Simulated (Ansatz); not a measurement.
# Magnetic orders of CoSn₃

Computed with DFT r2SCAN, scalar-relativistic, plane waves, PAW (Ansatz 0.2.0).

```
Sn Co
1.0
     0.00000    3.54920    3.54920
     3.54920    0.00000    3.54920
     3.54920    3.54920    0.00000
Sn Co
3 1
Direct
  0.25000 0.25000 0.25000
  0.75000 0.75000 0.75000
  0.50000 0.50000 0.50000
  0.00000 0.00000 0.00000
```

| Item | Value |
| --- | --- |
| plane-wave cutoff | 500 eV |
| Γ-centred k-mesh | 10×10×10 |
| occupation rule | Gaussian smearing, 0.1 eV |
| list of starting moments (μB, in atom order) | 0 0 0 2 |
| check for lower electronic states after the SCF | off |

All runs keep this geometry, which isn't relaxed for the lowest state (largest force there 0.000 eV/Å, pressure 2.7 GPa) and needn't be a stable compound; relaxing each order can shift differences of a few meV. r2SCAN tends to overstate moments in metals, so a weak moment here may be absent in the real material. Site moments are spin moments in atom-centred spheres that scale with the neighbour distance. The states are those that the runs reached from these starts; a lower one can exist. No antiferromagnetic start is among these.

Problem. Order the starts by the energy of the state that they reach, lowest first.
A. no spin
B. ferromagnetic

Solution. B (0.00 meV/atom), A (145 meV/atom).

```json
{"start": "no spin", "ends": "non-magnetic", "energy above lowest (meV/atom)": "145", "site moments (μB)": "none over 0.05", "gap on mesh (eV)": "metal", "P (GPa)": "-3.2"}
{"start": "ferromagnetic", "ends": "ferromagnetic", "energy above lowest (meV/atom)": "0.00", "site moments (μB)": "Co +2.04", "gap on mesh (eV)": "metal", "P (GPa)": "2.7"}
```

Cost: 2 runs of about 4.8 core-minutes in all, on AMD EPYC (Zen 3) (shared hosts).